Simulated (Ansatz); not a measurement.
# Lattice dynamics at Γ of Ca3CdF8 (fluorite sites, Cmmm)

Perturbation theory with PBEsol in Ansatz 0.2.0 on the PBEsol cell, ground state and force constants on a 4×4×6 mesh. No spin polarisation. The prototype was imposed, so other structures may be more stable.

Space group Cmmm (No. 65), orthorhombic; a = 7.661 Å, b = 10.825 Å, c = 3.826 Å in the conventional setting, 13.22 Å³ an atom. Cd has 8 F at 2.34 Å; F has 4 Ca at 2.34–2.35 Å; F has 2 Cd at 2.34 Å and 2 Ca at 2.35 Å; Ca has 8 F at 2.34–2.35 Å; F has 1 Cd at 2.34 Å and 3 Ca at 2.34–2.35 Å; Ca has 8 F at 2.35 Å.

```
CELL_PARAMETERS angstrom
3.83053 -5.41269 0.00000
3.83053 5.41269 0.00000
0.00000 0.00000 3.82587
ATOMIC_POSITIONS crystal
Cd 0.00000 0.00000 0.00000
F 0.37464 0.62536 0.50000
F 0.12467 0.87533 0.50000
Ca 0.50000 0.00000 0.50000
F 0.87546 0.62554 0.00000
F 0.62554 0.87546 0.00000
Ca 0.00000 0.50000 0.50000
F 0.37446 0.12454 0.00000
F 0.12454 0.37446 0.00000
Ca 0.50000 0.50000 0.00000
F 0.87533 0.12467 0.50000
F 0.62536 0.37464 0.50000
```

Optical modes without the longitudinal term:
```
ω (cm⁻¹)  degeneracy  IR intensity, summed over the level ((D/Å)²/amu)
     102           1                                              0.15
     115           1                                              0.12
     118           1                                              0.16
     122           1                                              0.01
     138           1                                              0.00
     159           1                                              0.41
     162           1                                              0.00
     165           1                                              0.00
     172           1                                              0.30
     225           1                                             10.14
     235           1                                             12.02
     242           1                                             22.33
     246           1                                              9.07
     252           1                                             10.84
     256           1                                              0.00
     263           1                                              0.00
     268           1                                              0.00
     271           1                                              2.24
     271           1                                              3.83
     274           1                                              0.00
     276           1                                              0.60
     279           1                                              0.00
     292           1                                              1.98
     312           1                                              0.00
     313           1                                              0.00
     313           1                                              0.00
     321           1                                              1.16
     330           1                                              0.05
     330           1                                              0.01
     331           1                                              0.00
     336           1                                              0.00
     337           1                                              0.12
     388           1                                              0.00
```

All optical modes at Γ are real, from 102 to 388 cm⁻¹ without the longitudinal term; this says nothing of other wave vectors. With the long-range field the highest mode reaches 448 cm⁻¹. Of the real levels 19 are infrared active, the strongest at 242 cm⁻¹.

ε∞: 2.45 along x and y, 2.46 along z. With the ions relaxed, ε⁰ is 8.3 along all three axes, to this precision. Born charges, averaged over directions: Cd +2.41, F -1.20, Ca +2.39 e. The program notes that the ground state's band table doesn't vouch for all the bands that the response reads.

For comparison, on the r2SCAN cell the mean ε∞ is 2.29 with r2SCAN (ground state on 4×4×6; least gap 6.02 eV).

The runs are scalar-relativistic, without spin-orbit coupling.
